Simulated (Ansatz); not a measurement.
## Guessed and relaxed cells of MgTe4

Recipe of this trial structure of MgTe4: random cell by space group and Wyckoff sites (R-3m, No. 166). Its size is a rough estimate.

start:

Space group R-3m:H (No. 166). a = 6.520 Å, b = 6.520 Å, c = 15.178 Å, α = 90.00°, β = 90.00°, γ = 120.00°
```json
{"atom": "Mg", "site": "3b", "symmetry": "-3m", "x": "0.3333", "y": "0.6667", "z": "0.1667"}
{"atom": "Te", "site": "9e", "symmetry": ".2/m", "x": "0.1667", "y": "0.3333", "z": "0.3333"}
{"atom": "Te", "site": "3a", "symmetry": "-3m", "x": "0.0000", "y": "0.0000", "z": "0.0000"}
```

All numbers below come from Ansatz 0.2.0, DFT PBE, scalar-relativistic, plane waves, PAW. Cutoff 420 eV, Gaussian smearing, Γ-centred meshes. Cell and atoms relax first on a coarse mesh and then on a finer one. In between, the cell is made exact in the group found at 0.06 Å. In metals the finer mesh still leaves noise of several meV/atom or more. The steps can't lower the symmetry of their start. No spin polarisation.

end:

Space group R-3m:H (No. 166). a = 6.615 Å, b = 6.615 Å, c = 13.287 Å, α = 90.00°, β = 90.00°, γ = 120.00°
```csv
atom,site,symmetry,x,y,z
Mg,3b,-3m,0.3333,0.6667,0.1667
Te,9e,.2/m,0.1667,0.3333,0.3333
Te,3a,-3m,0.0000,0.0000,0.0000
```

The symmetry stays R-3m (No. 166). The volume per atom shrinks by 9.9 %, from 37.3 to 33.6 Å³. The shortest distance goes from 3.15 Å (Mg–Te) to 2.92 Å (Mg–Te). The ratio c/a of the conventional cell changes by a factor of 0.86.

| Item | Value |
| --- | --- |
| Volume per atom | 33.57 Å³ |
| Density | 5.29 g/cm³ |
| Energy over the elements | −0.02 eV/atom |
| Gap on the 6×6×6 mesh of the 5-atom cell | 0 eV (a metal) |

Energies over the elements count from the elements' standard structures at the same level, with no fitted energy shifts. The formation energy is too near zero to say whether this cell lies below the elements.

The last run used Gaussian smearing of 0.10 eV. The k mesh leaves some 4 meV/atom of noise in the energy of each metallic cell. Spin–orbit coupling, which can matter for Te, is left out. The reference form of Te is held partly by dispersion forces, which this level lacks. Symmetry constrained the relaxation, so the result can be a saddle point. In all, the 3 runs took 2.4 min on 1 thread of Intel(R) Xeon(R) Processor @ 2.50GHz (Skylake/Cascade Lake), with other jobs on the host. Another cell of MgTe4 relaxed alike, in I4/m, lies 84 meV/atom lower, so this cell isn't the stable form at this level.
